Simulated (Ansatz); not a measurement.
Re (hcp, Mg type)

```xyz
2
Lattice="2.7508 0.0000 0.0000 -1.3754 2.3823 0.0000 0.0000 0.0000 4.4414" Properties=species:S:1:pos:R:3 pbc="T T T"
Re     0.0000     1.5882     3.3311
Re     1.3754     0.7941     1.1104
```

The slice is a (-1 1 0 2) plane (indices of the conventional cell) through the point (0.333, 0.667, 0.750) (fractional), spanned by u = [110] and v = [1 -1 1] in vectors of this cell: u (2.75 Å) and v (6.51 Å, at 90° to u). It covers one period; positions are fractions (u, v).

Computed with PBEsol (plane waves to 420 eV, PAW, scalar-relativistic; Ansatz, a program for electronic structure). k mesh 19×19×11. These are valence fields of a PAW run, semicore shells included where kept as valence: close to a nucleus they are smooth pseudo fields. Re is run without spin polarisation. Re was relaxed with its symmetry unable to fall. Spin-orbit coupling is left out, though Re is heavy.

Three fields on this plane, each scaled to ten steps between its own extremes (0 low, 9 high; the total valence density on a logarithmic scale, the potential cut 8 eV below its top; x marks points blanked near nuclei; v = 0 in the bottom row):

Map A
```
|xxxxx00300xxxx|
|xxxxx02420xxxx|
|xxxxx04640xxxx|
|xxx003676300xx|
|00003577753000|
|23355666665533|
|77765433345677|
|99864200024689|
|99863000003689|
|99852000002589|
|99752000002579|
|87753100013577|
|55554322234555|
|00023444443200|
|xx00145654100x|
|xxxx0356530xxx|
|xxxx0056500xxx|
|xxxxx04640xxxx|
|xxxxx04540xxxx|
|xxxxx04640xxxx|
|xxxx0156510xxx|
|xxx004676400xx|
|00003688863000|
|00246899986420|
|33567999997653|
|11357899987531|
|00004789874000|
|xxx004787400xx|
|xxxxx05650xxxx|
|xxxxx02420xxxx|
|xxxxx00300xxxx|
|xxxxxx020xxxxx|
```

Map B
```
|xxxxx96569xxxx|
|xxxxx85458xxxx|
|xxxxx64446xxxx|
|xxx975434579xx|
|88765443445678|
|44444444444444|
|12233455543322|
|00123566653210|
|00124577754210|
|00124678764210|
|01134677764311|
|12234566654322|
|33344555554433|
|66554444444556|
|xx97544344579x|
|xxxx7533357xxx|
|xxxx9543459xxx|
|xxxxx64446xxxx|
|xxxxx74447xxxx|
|xxxxx64446xxxx|
|xxxx8533358xxx|
|xxx964222469xx|
|99754211124579|
|66532100012356|
|55432100012345|
|65432100012345|
|99753210123579|
|xxx953212359xx|
|xxxxx53335xxxx|
|xxxxx85458xxxx|
|xxxxx96569xxxx|
|xxxxxx656xxxxx|
```

Map C
```
|xxxxx23632xxxx|
|xxxxx13631xxxx|
|xxxxx25752xxxx|
|xxx225898522xx|
|00136899986310|
|01368888888631|
|23466655566643|
|23344433344433|
|22222222222222|
|22221222221222|
|33332222222333|
|45554322234555|
|44566533356654|
|12356654566532|
|xx22355555322x|
|xxxx1356531xxx|
|xxxx1146411xxx|
|xxxxx14641xxxx|
|xxxxx15751xxxx|
|xxxxx26862xxxx|
|xxxx1367631xxx|
|xxx113565311xx|
|21112344432111|
|33444332334443|
|77765321235677|
|55544322234455|
|22111233321112|
|xxx101454101xx|
|xxxxx14641xxxx|
|xxxxx14741xxxx|
|xxxxx24742xxxx|
|xxxxxx363xxxxx|
```

Problem. Assign the maps to these fields: electron localisation function (ELF); valence electron density; electrostatic potential energy of an electron, from the cell's mean.

Solution. A is the electrostatic potential energy of an electron, from the cell's mean; B is the valence electron density; C is the electron localisation function (ELF).
